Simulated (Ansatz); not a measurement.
NaCl (CsCl type, Pm-3m), r²SCAN in the plane-wave PAW code Ansatz: ε∞ = 2.58, cell volume 41.45 Å³. Infrared-active transverse modes:

| ω_TO (cm⁻¹) | oscillator strength S_xx (e²/amu) |
|---|---|
| 97.3 | 0.09712 |

Q: Compute the static dielectric constant.

A: Each mode adds (4.921e7/V) S/ω²: 12.18. So ε0 = 14.8.

Q: What LO frequency does the Lyddane–Sachs–Teller relation give?

A: ω_LO = ω_TO √(ε0/ε∞) = 233 cm⁻¹.

This is a known high-pressure phase of the composition, computed here at zero pressure and temperature. The cell was relaxed with r²SCAN under the symmetry of its start. At this level the phase is dynamically unstable (imaginary phonons).

Potentials: the later of the program's two PAW sets.
